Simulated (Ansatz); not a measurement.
YOF (space group R-3m)

```yaml
crystal:
  lattice:
    - [1.88710, 1.08951, 6.27280]
    - [-1.88710, 1.08951, 6.27280]
    - [0.00000, -2.17903, 6.27280]
  atoms:
    - { symbol: Y, position: [0.74126, 0.74126, 0.74126] }
    - { symbol: Y, position: [0.25874, 0.25874, 0.25874] }
    - { symbol: O, position: [0.62153, 0.62153, 0.62153] }
    - { symbol: O, position: [0.37847, 0.37847, 0.37847] }
    - { symbol: F, position: [0.13015, 0.13015, 0.13015] }
    - { symbol: F, position: [0.86985, 0.86985, 0.86985] }
```

The slice is a (-1 1 0 4) plane (indices of the conventional cell) through the point (0.379, 0.379, 0.379) (fractional), spanned by u = [1 0 -1] and v = [1 -1 1] in vectors of this cell: u (3.77 Å) and v (7.64 Å, at 90° to u). It covers one period; positions are fractions (u, v).

Method: PBEsol (plane waves to 420 eV, PAW, scalar-relativistic; Ansatz, an electronic-structure program). k mesh 10×10×10. Inside the PAW spheres the values are not all-electron values, and peaks at nuclei hang on which shells count as valence. YOF is run without spin polarisation. YOF was relaxed with its symmetry unable to fall.

### Question
Predict the map of the valence electron density on the slice.

### Answer
```
|%%*=:..:..:=*%|
|**+-:.....:-+*|
|==-:..:::..:-=|
|:::.::---::.::|
|...:-=+*+=-:..|
|...:=+#%#+=:..|
|...:=*%%%*=:..|
|...:=*%%%*=:..|
|  .:-+###+-:. |
|....:=+++=:...|
|-::..:---:..::|
|++-:.......:-+|
|%#+-..   ..-+#|
|@@*=:     :=*@|
|@@*=:     :=*@|
|%#+-.     .-+#|
|++-:..:::..:-+|
|-::..-===-..::|
|.. .-+*#*+-. .|
|   :=*%@%*=:  |
|   :=#@@@#=:  |
|   :=*%@%*=:  |
|....:=***=:...|
|:::..:-=-:..::|
|==-:..:::..:-=|
|**+-:.....:-+*|
|%%*=:.....:=*%|
|%%*=-:...:-=*%|
```
Scale: ten equal steps from -1.28 (start of ' ') to 1.14 (end of '@'), in the order ' .:-=+*#%@'. Values: log₁₀ of the valence density in e/Å³. The map has 14 points along u (one character each, u = 0 at the left) and 28 along v (v = 0 in the bottom row). The scale is logarithmic, as a density can span decades between atoms and voids.
